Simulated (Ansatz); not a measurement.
TaSe2:
```
CELL_PARAMETERS angstrom
      3.39197     0.00000     0.00000
     -1.69598     2.93753     0.00000
      0.00000     0.00000    12.20814
ATOMIC_POSITIONS crystal
  Ta 0.00000 0.00000 0.25000
  Ta 0.00000 0.00000 0.75000
  Se 0.33333 0.66667 0.11403
  Se 0.66667 0.33333 0.61403
  Se 0.33333 0.66667 0.38597
  Se 0.66667 0.33333 0.88597
```

Relaxed with LDA. Special points in fractions of this cell's reciprocal vectors: Γ (0.000, 0.000, 0.000); M (0.500, 0.000, 0.000); K (0.333, 0.333, 0.000); A (0.000, 0.000, 0.500); L (0.500, 0.000, 0.500); H (0.333, 0.333, 0.500).

Question: List the band energies nearest the Fermi level at these points for LDA (plane waves, PAW; program Ansatz).

Answer: In eV from the Fermi level; about four levels below and three above (degenerate sets whole), none deeper than 8.9 eV; points with the same levels are listed once.

| k | below | above |
|---|---|---|
| Γ | -0.90 -0.90 -0.83 -0.83 | 0.17 0.29 1.45 |
| M | -0.73 -0.66 -0.65 -0.22 | 3.30 3.37 3.51 |
| K | -3.18 -3.18 -2.45 -1.97 -1.97 | 0.68 0.68 2.26 |
| A | -0.86 -0.86 -0.86 -0.86 | 1.22 1.22 3.17 3.17 3.17 3.17 |
| L | -0.91 -0.91 -0.27 -0.27 | 3.33 3.33 3.44 3.44 |
| H | -2.88 -2.88 -1.88 -1.88 | 0.75 0.75 2.27 2.27 |

Space group P6_3/mmc. The workflow started from an entry of the Crystallography Open Database (COD), which files this formula under 5 space groups. Whether it is the stable phase at ambient conditions was not checked. The LDA relaxation kept the symmetry of its start; its stability against distortions is not shown here. No spin polarisation was allowed. A crystal of weakly bound layers computed without a dispersion correction: the cell and the soft elastic constants depend strongly on that. Spin–orbit coupling is left out wherever it is not named.

Potentials: the later of the program's two PAW sets.
